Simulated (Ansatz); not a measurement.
Ansatz (a program for electronic structure) input:

Ansatz 0.2 input:
```yaml
crystal:
  lattice:
    - [5.3248764994, 0.0, 0.0]
    - [0.0, 5.3248764994, 0.0]
    - [0.0, 0.0, 5.3248764994]
  atoms:
    - { symbol: Cs, position: [0.0, 0.0, 0.0] }
    - { symbol: Hg, position: [0.5, 0.5, 0.5] }
    - { symbol: Cl, position: [0.0, 0.5, 0.5] }
    - { symbol: Cl, position: [0.5, 0.0, 0.5] }
    - { symbol: Cl, position: [0.5, 0.5, 0.0] }
kpoints:
  mp_grid: { grid: [8, 8, 8] }
hamiltonian:
  xc: r2scan
  pseudopotentials: { kind: paw }
scf:
  occupations: { method: gaussian, width: 0.05 }
checkpoint: { read: metal.run }
output: { write_density: true, elf: true, volumetric_format: npy }
basis: { fft_grid_basis: typed }
```

Output (shortened):

```
Pseudopotential: Cs, paw, valence charge 9
Pseudopotential: Hg, paw, valence charge 20
Pseudopotential: Cl, paw, valence charge 7
Functional definition: r2SCAN
Crystal: 5 atoms, lattice volume = 150.983 Å³
Basis set: ecut = 500 eV, 3887 PW (Γ), exchange–correlation on 160×160×160 points (64 copies of the dense FFT grid, shifted against one another)
Bands: 35, of which v1, the nominal top of the filled ones, is band 25 counted from 1 (24 counted from 0)
Symmetry: 48 space group operations
Space group: Pm-3m (ITA 221), of the structure as read, at distance tolerance 5.3e-5 Å
k-points: 35 of 512
Stability of the state it starts from, as read at its close in the unpolarized treatment …
iter 1 solved again at ethr=1.60e-7 eV; its pass at ethr=3.10e-3 eV (dr2=8.02e-5 eV) is discarded
SCF iter   1: F=—  HF=-22771.428586 eV  |F-HF|=—  |Δ(HF+E_count)|=         —  Δρ=4.61e-7  dr2=1.39e-10  dr2_τ=2.29e-11  ethr=1.60e-7  ⟨swp⟩=3.4  Hψ=9689  notcnv=0  defer=1
preconditioner: auto → Resta (q_TF=auto, 2.269 Å⁻¹)
SCF iter   2: F=-22771.428586 eV  HF=-22771.428586 eV  |F-HF|=4.37e-11  |Δ(HF+E_count)|=   1.77e-8  Δρ=2.74e-7  dr2=8.17e-11  dr2_τ=2.34e-11  ethr=1.00e-12  ⟨swp⟩=7.9  Hψ=5448  notcnv=0
the last iteration of the SCF fills more bands at one k-point than at another …
SCF 1 converged in 2 iterations: F = -22771.428586 eV  dr2 = 8.17e-11
SCF converged after 2 iterations
Free energy (F): -22771.428586 eV
Harris-Foulkes:  -22771.428586 eV  (|F-HF|=4.37e-11)
Internal energy: -22771.428294 eV  (E = F + TS)
E sigma→0 (E₀):  -22771.428440 eV
Entropy (-TS):   -0.000292 eV (-0.058 meV/atom)
Fermi energy:    3.907157 eV
--- Per-component energies (eV) ---
  E_band       = -680.689357
  E_kinetic    = 1226.022546
  E_local      = -5157.545569  (includes V_loc(G=0)·N_el)
  E_nonlocal   = 191.820545
  E_hartree    = 2152.869311
  E_xc         = -681.603495
  E_vxc        = -828.707282  (∫ρ·V_xc dr)
  E_paw        = -17064.664741  (= ΣΔE_a)
  E_vpaw       = -465.338046  (= ΣTr[D̂ρ^β])
  E_aug_tail   = 0.000523  (compensation charges beyond the density's cutoff)
  E_vtau       = 47.318817  (kinetic-family band-sum trace: ∫τ·v_τ [+ j·A + Jᵃ·Aᵃ] dr)
  E_ewald      = -3437.819146
  E_core_change = -0.508269  (= ΣΔE_core)
  E_smearing   = -0.000292  (= −TS)
  E_closure    =  0.000000  (closes the sum)
  Σ components = -22771.428586   (vs F -22771.428586, Δ=0.00e0)
  [band-id]    e_kinetic+e_local+e_nonlocal+2·e_hartree+e_vxc+e_vpaw+e_augmentation_tail+e_vtau = -680.689845   (vs E_band -680.689357, Δ=-4.88e-4)
--- Band table (eV; the first three rows and the last of 35) ---
  k-point 0: bands = ["-111.8289", "-59.7288", "-59.7288", "-59.7288", "-16.3447", "-10.8932", "-10.4033", "-10.4033", "-2.8522", "-2.8522", "-2.8522", "-1.7498", "-1.7498", "-1.7498", "-1.4308", "-1.4308", "0.5312", "0.5312", "0.5312", "2.3047", "2.3047", …
  k-point 1: bands = ["-111.8289", "-59.7288", "-59.7288", "-59.7288", "-16.3437", "-10.8749", "-10.4078", "-10.4026", "-2.8477", "-2.8477", "-2.8471", "-1.7595", "-1.7595", "-1.7496", "-1.6668", "-1.4307", "0.5435", "0.5435", "0.6429", "2.2801", "2.3026", …
  k-point 2: bands = ["-111.8289", "-59.7288", "-59.7288", "-59.7288", "-16.3414", "-10.8295", "-10.4196", "-10.4012", "-2.8368", "-2.8368", "-2.8367", "-2.1239", "-1.7820", "-1.7820", "-1.7491", "-1.4305", "0.5707", "0.5707", "0.8290", "2.0630", "2.2221", …
  k-point 34: bands = ["-111.8289", "-59.7288", "-59.7288", "-59.7288", "-16.3291", "-10.4359", "-10.4359", "-10.4359", "-3.0139", "-3.0139", "-3.0139", "-2.7477", "-2.7477", "-2.1125", "-1.8545", "-1.8545", "-1.8545", "2.0387", "2.0387", "2.0387", "2.8650", …
```

Cost: very roughly 15 core-seconds on shared cores.

The workflow started from an entry of the Crystallography Open Database (COD), which files this formula under 2 space groups. Whether it is the stable phase at ambient conditions was not checked. The r²SCAN relaxation kept the symmetry of its start; its stability against distortions is not shown here. Scalar-relativistic: spin–orbit coupling is off unless named, which matters more the heavier the elements.

Potentials: the later of the program's two PAW sets.

Ansatz is a plane-wave DFT program.
